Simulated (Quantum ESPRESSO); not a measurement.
Band energies of PtS$_{2}$

```
PtS2
1.0
    3.58250     0.00000     0.00000
   -1.79125     3.10253     0.00000
    0.00000     0.00000     4.66018
S Pt
2 1
Direct
  0.66667   0.33333   0.74135
  0.33333   0.66667   0.25865
  0.00000   0.00000   0.00000
```

norm-conserving PBEsol (Quantum ESPRESSO, 84 Ry, without SOC); path ΓMKΓALHA,LM,KH; energies in eV from the Fermi level.

```csv
k (1/Å),point,band 11,band 12,band 13,band 14,band 15,band 16,band 17,band 18
0.00,Γ,-4.30,-2.54,-1.65,-1.65,0.02,1.10,1.10,3.38
0.34,,-4.53,-3.31,-1.98,-1.87,-0.89,1.22,1.26,4.77
0.79,,-4.50,-4.04,-3.10,-2.97,-2.59,0.83,2.07,4.97
1.01,M,-4.18,-4.14,-3.64,-3.56,-3.03,0.66,2.25,5.11
1.25,,-4.65,-3.75,-3.68,-3.18,-2.06,0.44,1.44,4.72
1.60,K,-5.07,-4.06,-2.87,-1.95,-1.95,0.08,0.08,4.26
1.70,,-5.10,-3.96,-2.97,-2.37,-1.59,0.13,0.20,4.29
2.13,,-5.13,-3.68,-3.11,-2.47,-0.80,0.49,1.50,5.01
2.55,,-4.44,-2.90,-1.81,-1.75,-0.37,1.08,1.16,4.15
2.77,Γ,-4.30,-2.54,-1.65,-1.65,0.02,1.10,1.10,3.38
2.99,,-4.32,-2.61,-1.80,-1.80,-0.49,1.36,1.36,3.69
3.44,A,-4.37,-3.37,-2.18,-2.18,-1.58,2.20,2.20,5.09
3.85,,-4.68,-3.41,-2.24,-1.83,-0.84,0.55,1.19,4.82
4.25,,-4.21,-3.46,-3.40,-2.63,-1.44,0.68,1.23,4.58
4.45,L,-3.70,-3.67,-3.30,-3.26,-1.59,0.69,1.55,4.62
4.65,,-4.16,-3.72,-3.71,-2.73,-2.04,1.03,1.76,5.10
5.04,H,-4.78,-4.75,-3.86,-2.61,-2.61,1.94,1.94,6.58
5.43,,-4.69,-3.50,-2.82,-2.74,-2.16,0.95,1.54,5.75
5.82,,-4.81,-3.38,-2.41,-1.69,-0.68,0.31,1.29,5.49
6.21,A,-4.37,-3.37,-2.18,-2.18,-1.58,2.20,2.20,5.09
6.21,L,-3.70,-3.67,-3.30,-3.26,-1.59,0.69,1.55,4.62
6.50,,-3.78,-3.72,-3.55,-3.39,-2.20,1.26,1.45,4.25
6.88,M,-4.18,-4.14,-3.64,-3.56,-3.03,0.66,2.25,5.11
6.88,K,-5.07,-4.06,-2.87,-1.95,-1.95,0.08,0.08,4.26
7.17,,-4.94,-4.10,-3.44,-2.28,-2.28,0.81,0.81,5.11
7.56,H,-4.78,-4.75,-3.86,-2.61,-2.61,1.94,1.94,6.58
```

At this level the gap is closed or nearly so: along the path the highest valence and lowest conduction bands touch, or overlap by less than 0.6 eV, a zero-gap or semimetallic result; the valence top lies at Γ, the conduction bottom at 58 % of the way from H to A, 0.08 eV lower. Semilocal functionals close the gaps of some narrow-gap semiconductors, so this alone doesn't show that the compound has none.

Without spin-orbit coupling, band edges of such heavy elements can be off by tenths of an eV.

Geometry relaxed with PBE+D3(BJ).
